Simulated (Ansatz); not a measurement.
A geometry of Sb away from equilibrium: step 3 of the relaxation of a relaxed Sb cell, doubled along one cell vector, shaken by Gaussian noise of σ = 0.08 Å a coordinate. All values below come from r2SCAN (plane waves to 500 eV, PAW, scalar-relativistic; Ansatz, an electronic-structure program). Γ-centred k-mesh 8×8×4 on the run's cell (coarser than for final values), Fermi–Dirac smearing 0.05 eV. The plane waves were selected for a different cell earlier on the path.

```
CELL_PARAMETERS angstrom
      2.11649    -6.14891     0.04560
      2.12407     6.15149    -0.04719
     -0.00377    -0.07501    10.02085
ATOMIC_POSITIONS crystal
  Sb 0.88420 0.12099 0.02818
  Sb 0.88972 0.11297 0.52905
  Sb 0.11711 0.88532 0.47022
  Sb 0.11257 0.89086 0.97411
  Sb 0.38196 0.62310 0.22386
  Sb 0.38480 0.61475 0.72047
  Sb 0.61149 0.38817 0.27826
  Sb 0.61356 0.39044 0.78077
```

Give the Cartesian forces on all atoms (eV/Å).


```csv
atom,Fx,Fy,Fz
Sb1,-0.01,-0.07,0.12
Sb2,-0.04,0.01,-0.14
Sb3,-0.02,0.00,0.10
Sb4,0.01,0.07,0.02
Sb5,0.00,-0.24,-0.02
Sb6,0.05,0.05,0.22
Sb7,0.04,0.23,-0.20
Sb8,-0.02,-0.05,-0.10
```

The path ends in Cmc2₁ (No. 36) at a tolerance of 0.01 Å, Cmce (No. 64) at 0.1 Å. No spin polarisation in the result. No dispersion correction is included, so spacings between layers, chains or molecules are soft and tend to come out too large.

The end of the path is a generated cell of Sb: the first start was made by placing the elements on the sites of a structure type, and the end was not matched to a known phase here, so it may be hypothetical. Known forms of Sb include space group No. 166.
